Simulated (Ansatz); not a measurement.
## Relaxing tungsten (beta-W (A15))

All numbers below come from Ansatz 0.2.0, DFT, PBEsol, plane waves (420 eV) with PAW, scalar-relativistic. The PAW files were generated under PBE, with cores re-solved for the functional.

k-point mesh 5×5×5, Fermi-Dirac smearing 0.1 eV, no spin polarisation. Cell and atoms relax.

Starting structure:

```cif
data_structure
_symmetry_space_group_name_H-M 'P 1'
_symmetry_Int_Tables_number 1
_cell_length_a 5.0830
_cell_length_b 5.0830
_cell_length_c 5.0830
_cell_angle_alpha 90.000
_cell_angle_beta 90.000
_cell_angle_gamma 90.000
_cell_volume 131.33
loop_
_atom_site_label
_atom_site_type_symbol
_atom_site_fract_x
_atom_site_fract_y
_atom_site_fract_z
_atom_site_occupancy
W1 W 0.00000 0.00000 0.00000 1
W2 W 0.50000 0.50000 0.50000 1
W3 W 0.00000 0.50000 0.25000 1
W4 W 0.00000 0.50000 0.75000 1
W5 W 0.25000 0.00000 0.50000 1
W6 W 0.75000 0.00000 0.50000 1
W7 W 0.50000 0.75000 0.00000 1
W8 W 0.50000 0.25000 0.00000 1
```

Task: What cell does the relaxation end in?

Result: Pm-3n with a = 5.032 Å; 15.92 Å³ per atom against 16.42 at the start (-3.0 %).

Task: How much energy does the relaxation gain?

Result: 14.4 meV per atom.

Path of the relaxation (the plane waves are chosen anew near the end, which can shift the energy a little):

```
step  E − E(final) (meV/atom)  V (Å³/atom)  P (GPa)  max force (eV/Å)
   0                    14.35       16.416    -9.08             0.000
   1                     0.21       16.000    -1.52             0.000
   2                    -0.19       15.922     0.01             0.000
   3                     0.00       15.922     0.01             0.000
```
